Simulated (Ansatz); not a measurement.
Input and command of a plane-wave DFT calculation in Ansatz:

```yaml
crystal:
  lattice:
    - [2.8239348691, 0.0, 0.0]
    - [-1.4119674345, 2.4455993353, 0.0]
    - [0.0, 0.0, 4.7342413552]
  atoms:
    - { symbol: Au, position: [0.3333333333, 0.6666666667, 0.75] }
    - { symbol: Au, position: [0.6666666667, 0.3333333333, 0.25] }
basis:
  ecutwfc: 420
kpoints:
  mp_grid: { grid: [18, 18, 10] }
hamiltonian:
  xc: lda
scf:
  occupations: { method: fermi_dirac, width: 0.15 }
output:
  forces: true
  stress: true
  eigenvalues: true
relax:
  adjacent_minimum: "off"
  f_tol: 0.001
  max_steps: 60
  cell: { stress_tol: 0.02, p_target: 8.0 }
```

```bash
ansatz run input.yaml --threads 1 --pin off --max-ram 3072MiB --backend cpu --events-out ev --progress --plain --runs-dir out
```

Processor: Arm Neoverse V1, 1 thread, on a host shared with other jobs.

Question: Estimate time, memory and problem size.

Answer: About 51 s on 1 thread of Arm Neoverse V1, with other jobs on the host, peak memory 0.4 GiB. It solves 23 bands at 222 k points (the mesh reduced by the symmetry that the task leaves, which can be less than the crystal's) with about 627 plane waves (on the last cell), in 30 SCF iterations over 6 ionic steps.
